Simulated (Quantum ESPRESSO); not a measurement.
```cif
data_AgI
_chemical_formula_sum 'Ag1 I1'
_space_group_name_H-M_alt 'P 1'
_space_group_IT_number 1
_cell_length_a 4.55778
_cell_length_b 4.55778
_cell_length_c 4.55778
_cell_angle_alpha 60.000
_cell_angle_beta 60.000
_cell_angle_gamma 60.000
loop_
_space_group_symop_operation_xyz
  'x, y, z'
loop_
_atom_site_label
_atom_site_type_symbol
_atom_site_fract_x
_atom_site_fract_y
_atom_site_fract_z
_atom_site_occupancy
Ag1 Ag 0.00000 0.00000 0.00000 1
I1 I 0.25000 0.25000 0.25000 1
```

Cell and atoms were relaxed with PBEsol from Materials Project entry mp-22925, within its symmetry.

### Question
What does PBEsol (Quantum ESPRESSO, PseudoDojo norm-conserving, 82 Ry, with spin-orbit coupling) give for the electronic structure near the Fermi level?

### Answer
The PBEsol gap is direct, 0.97 eV at Γ.
